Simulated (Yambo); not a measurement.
```
Mg2ZnP2
1.0
    4.01407     0.00000     0.00000
   -2.00704     3.47629     0.00000
    0.00000     0.00000     6.54388
Mg P Zn
2 2 1
Direct
  0.66667   0.33333   0.63415
  0.33333   0.66667   0.99427
  0.00000   0.00000   0.76671
  0.66667   0.33333   0.24345
  0.00000   0.00000   0.36142
```

Mg2ZnP2 (space group P3m1, No. 156): mean Im ε in 1 eV windows above the direct gap of 2.12 eV, for different electron-hole kernels (Yambo, broadening 0.15 eV, norm-conserving LDA (Quantum ESPRESSO, 84 Ry, without SOC) bands; 6×6×4 mesh, 6 valence and 10 conduction bands, static screening with 58 bands and a 3 Ry block, scissor 0.92 eV, Tamm-Dancoff; field along x).

```csv
window (eV),independent quasiparticles,BSE
2.1 to 3.1,5.0,8.7
3.1 to 4.1,14,21
4.1 to 5.1,22,18
5.1 to 6.1,13,8.2
6.1 to 7.1,8.5,6.1
7.1 to 8.1,6.0,4.6
```

This run doesn't resolve bound excitons or single peaks, so only averages are given, and they too depend on the mesh; weight that the attraction moves below the gap isn't listed. All transitions below 8.71 eV are in the band window. The scissor comes from a G0W0 run whose convergence isn't established.

Geometry of the Materials Project entry, not relaxed at this level.

The structure is a Materials Project entry; no match was found in the copy of COD used, and its stability was not checked.
